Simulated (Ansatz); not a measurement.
Generalised stacking fault of PbS (rock salt) on the {100} plane. The cell below holds the perfect crystal with the plane normal along z; tilting its third vector by the shift puts one fault into each cell, between planes 3.00 Å apart, at fixed cell height.

```
CELL_PARAMETERS angstrom
      4.24904     0.00000     0.00000
      0.00000     4.24904     0.00000
      2.12452     2.12452     9.01356
ATOMIC_POSITIONS crystal
  S  0.00000 0.00000 0.83333
  S  0.33333 0.33333 0.16667
  S  0.66667 0.66667 0.50000
  Pb 0.50000 0.50000 0.83333
  Pb 0.83333 0.83333 0.16667
  Pb 0.16667 0.16667 0.50000
```

In-plane vectors a = (4.249, 0.000) Å, b = (0.000, 4.249) Å, area 18.05 Å². The shift is x·a + y·b, and the map repeats with period 1 in x and y. The shift is rigid: no atom relaxes. γ = [E(shift) − E(0)] / area.

The numbers are results of PBE (plane waves to 420 eV, PAW, scalar-relativistic; Ansatz, a program for electronic structure), not measurements. k mesh 7×7×7 (Γ-centred), Fermi-Dirac smearing 0.05 eV. Stress and pressure are positive under compression. Faults lie only 9.0 Å apart, and holding the cell height and the atoms raises γ above its relaxed value. PbS was relaxed with its symmetry unable to fall. Spin-orbit coupling is left out, though Pb is heavy. The PAW data are Ansatz's earlier set. The last digit holds for this mesh only.

Changes of σ normal to the fault (GPa) from the point x = 0.000, y = 0.000 when one coordinate moves alone (two changes are said to add if the coupling is within 5 % of the smaller one, nearly so within 20 %):

```json
[
 {"point": "x = 0.167, y = 0.000", "change": "-0.41"},
 {"point": "x = 0.333, y = 0.000", "change": "-1.12"},
 {"point": "x = 0.500, y = 0.000", "change": "-1.44"},
 {"point": "x = 0.667, y = 0.000", "change": "-1.12"},
 {"point": "x = 0.833, y = 0.000", "change": "-0.41"},
 {"point": "x = 0.000, y = 0.167", "change": "-0.41"},
 {"point": "x = 0.000, y = 0.333", "change": "-1.12"},
 {"point": "x = 0.000, y = 0.500", "change": "-1.44"},
 {"point": "x = 0.000, y = 0.667", "change": "-1.12"},
 {"point": "x = 0.000, y = 0.833", "change": "-0.41"}
]
```

Question: What is the change at x = 0.333, y = 0.500, where both move, and how far is it from the sum?

Answer: The sum of the single changes is -1.12 + (-1.44) = -2.56; the calculation gives 1.92, so the coupling contributes 4.48 (over 20 % of the smaller single change, not additive).

Question: Do the two effects add at x = 0.333, y = 0.667? Give the computed change.

Answer: The sum of the single changes is -1.12 + (-1.12) = -2.24; the calculation gives 1.05, so the coupling contributes 3.29 (over 20 % of the smaller single change, not additive).

(The slope of γ gives the shear force per area between the displaced halves; near zero shift its curvature is an elastic stiffness.)
